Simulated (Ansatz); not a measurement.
One crystal and one scan (scan of one atom of the cell) at two levels, PBE (plane waves to 420 eV, PAW, scalar-relativistic; Ansatz, a quantum-chemistry and plane-wave program) and r2SCAN (plane waves to 500 eV, PAW, scalar-relativistic; Ansatz), each from its own relaxed cell and on its own mesh.

The crystal is AlRu (CsCl type); one Ru atom of a 4-atom cell moves by s along Cartesian [110], with its periodic images.

Energies are smeared free energies. AlRu is run without spin polarisation. AlRu was relaxed with its symmetry unable to fall. With partly filled bands, energies and forces of such displacements shift with the k mesh and the smearing. Both scans cover s from -0.520 to 0.520 Å.

| quantity | run 1 | run 2 |
|---|---|---|
| Lattice constant a (Å) | 2.983 | 3.004 |
| Energy at s = 0.520 Å (meV/cell) | 1658 | 1536 |
| Force along the line at s = -0.520 Å (eV/Å) | 7.034 | 6.516 |
| Force constant k = d²E/ds² at s = 0 (finite differences) (eV/Å²) | 11.02 | 10.14 |

Which run is which level?

Run 2 is PBE, run 1 is r2SCAN. PBE gives the higher value for: lattice constant a. PBE gives the lower value for: energy at s = 0.520 Å; force along the line at s = -0.520 Å; force constant k = d²E/ds² at s = 0. Both give the same symmetry of the curve: even: the same for both signs. Neither level is exact: the differences show how much the result hangs on the functional.

(For displaced atoms, the force is minus the slope of the energy, and its curvature is a force constant, which sets phonon frequencies.)
